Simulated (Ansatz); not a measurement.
Polymorphs of P$_{2}$W, each relaxed with PBEsol (plane waves, PAW; program Ansatz):

A: Cmc2_1
a = 3.149 Å, b = 11.133 Å, c = 4.955 Å, α = β = γ = 90.00°

| atom | site | symmetry | x | y | z |
|---|---|---|---|---|---|
| P | 4a | m.. | 0.0000 | 0.0701 | 0.8828 |
| P | 4a | m.. | 0.0000 | 0.2030 | 0.2006 |
| W | 4a | m.. | 0.0000 | 0.5932 | 0.4997 |

B: C2/m
a = 8.4562 Å, b = 3.1474 Å, c = 7.4496 Å, α = 90.00°, β = 119.23°, γ = 90.00°

```json
[
 {"atom": "P", "site": "4i", "symmetry": "m", "x": "0.1386", "y": "0.0000", "z": "0.0246"},
 {"atom": "P", "site": "4i", "symmetry": "m", "x": "0.3987", "y": "0.0000", "z": "0.6005"},
 {"atom": "W", "site": "4i", "symmetry": "m", "x": "0.1576", "y": "0.0000", "z": "0.7062"}
]
```

Task: Order them by energy per atom at 0 K (lowest first) at the level PBEsol.

Result: A (+0 meV/atom), B (+7 meV/atom)

Standing as an ambient phase not checked: A; B. All cells were relaxed under the symmetry of their starts (and spin orders); stability against distortions was not tested throughout. Rows with no word on spin ran without spin polarisation. Spin–orbit coupling is left out wherever it is not named.

Energies hold the estimated change up to a 700 eV cutoff; steps of a few meV lie near the error of the meshes.

Potentials: the later of the program's two PAW sets.
